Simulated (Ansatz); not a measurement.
## AlV2C, first-principles data

AlV$_{2}$C:
```
AlV2C
1.0
    2.87895     0.00000     0.00000
   -1.43947     2.49324     0.00000
    0.00000     0.00000    13.02191
Al V C
2 4 2
Cartesian
  0.00000   1.66216   3.25548
  1.43947   0.83108   9.76643
  0.00000   1.66216   7.61939
  1.43947   0.83108   5.40252
  1.43947   0.83108   1.10844
  0.00000   1.66216  11.91348
  0.00000   0.00000   0.00000
  0.00000   0.00000   6.51096
```

Space group P6_3/mmc (No. 194); conventional cell a = b = 2.879 Å, c = 13.022 Å, α = β = 90.00°, γ = 120.00°.

Method: DFT-PBEsol in the program Ansatz with PAW potentials. Structure relaxed to zero pressure with the same functional. Other levels are named where they apply.

### Cell and energy

```yaml
volume_per_atom: 11.68 Å³
density: 5.01 g/cm³
Formation energy from the elements (no fitted shifts): -0.57 eV/atom
```

### Electronic structure

```yaml
electronic_character: metallic (no gap)
Density of states at the Fermi level: 0.62 states/eV per atom (mean over ±0.08 eV)
```

### Mechanics

```yaml
Bulk modulus (Birch–Murnaghan fit): 185 GPa
Pressure derivative B′: 4.4
Elastic constants (relaxed ions, GPa): C11 = 356, C12 = 82.9, C13 = 109, C33 = 340, C44 = 159
mechanical_stability: stable (all eigenvalues of C positive)
hill_bulk_and_shear_moduli: 184 and 140 GPa
Young's modulus: 335 GPa
Poisson's ratio: 0.20
debye_temperature_from_the_elastic_constants: 766 K
```

### Phonons

```yaml
highest_zone_centre_frequency: 723 cm⁻¹
zone_centre_stability: no imaginary mode at Γ
```

The cell was relaxed with PBEsol under the symmetry of its start. The run is not spin-polarised. As this level gives no gap, shear constants depend on the k-mesh and smearing (Fermi–Dirac, 0.1 eV here). As this level gives no gap, phonon frequencies hold no LO–TO term and depend on the k-mesh and smearing (Fermi–Dirac, 0.1 eV here). The references are the lowest solids computed at this level, not always the standard phases.

Potentials: the earlier of the program's two PAW sets. The files were generated under PBE; for other functionals the program regenerates the frozen cores, and for LDA and PBEsol the local potential too.
